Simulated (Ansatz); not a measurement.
Q: Each is relaxed and computed with LDA in the plane-wave PAW code Ansatz. Which is the only metal?
(A) Cr2C, P-3m1 (Cr on 2d, C on 1b)
(B) AlSiCN, P3m1 (Al on 1b, Si on 1c, C on 1b, N on 1c)
(C) CuI, P-3m1 (Cu on 2d, I on 2d)
(D) MoSeS, P-3m1 (Mo on 2c, Se on 2d, S on 2d)

A: A, Cr2C, P-3m1 (Cr on 2d, C on 1b). Cr2C: metal; CuI: gap 1.56 eV (direct); AlSiCN: gap 3.27 eV (indirect); MoSeS: gap 0.52 eV (indirect). Not the usual ambient phase: CuI, P-3m1 (Cu on 2d, I on 2d). Standing as an ambient phase not checked: Cr2C, P-3m1 (Cr on 2d, C on 1b); AlSiCN, P3m1 (Al on 1b, Si on 1c, C on 1b, N on 1c); MoSeS, P-3m1 (Mo on 2c, Se on 2d, S on 2d). Weakly bound layers, chains or molecules computed without a dispersion correction, so cells and soft constants are ill determined: CuI, P-3m1 (Cu on 2d, I on 2d); MoSeS, P-3m1 (Mo on 2c, Se on 2d, S on 2d). All cells were relaxed under the symmetry of their starts (and spin orders); stability against distortions was not tested throughout. Rows with no word on spin ran without spin polarisation. Scalar-relativistic: spin–orbit coupling is off unless named, which matters more the heavier the elements.

Potentials: the later of the program's two PAW sets.
